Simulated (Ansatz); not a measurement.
The numbers come from plane-wave PAW DFT (Ansatz): r2SCAN, no spin polarisation, 500 eV, 9×9×5 Γ-centred k points, fermi-dirac occupations (width 0.084 eV). Nothing was relaxed.

Computed maps in the lattice plane spanned by a (left to right, 3.56 Å, 11 points from zero) and b (bottom to top, 3.56 Å, 11 points from zero), 90° apart, at height 0.000 along c. The fields are smooth PAW ones with compensation charges, not the true ones near nuclei.

Valence density. Digits on a logarithmic scale: 0 up to 0.03 e/Å³, each further digit a factor of 1.6, 9 from 1.3 e/Å³ up:
```
99865665689
98655665568
66556776556
65568998655
66679999766
66679999766
65568998655
66556776556
98655665568
99865665689
99966666699
```

The cell is IrBrO. Which atoms lie within 0.2 Å of this plane, and where (fractions of a and b)?

O at (0.00, 0.00), O at (0.50, 0.50). The whole cell:
```
O Br Ir
1.0
     3.56298    0.00000    0.00000
     0.00000    3.56298    0.00000
     0.00000    0.00000    7.34938
O Br Ir
2 2 2
Direct
  0.00000 0.00000 0.00000
  0.50000 0.50000 0.00000
  0.00000 0.50000 0.65300
  0.50000 0.00000 0.34700
  0.00000 0.50000 0.15400
  0.50000 0.00000 0.84600
```

Origin: a known structure type with other elements, at an estimated volume, so it need not be a known compound. Caveats: many states at the Fermi level without spin polarisation, so a magnetic state may lie lower.
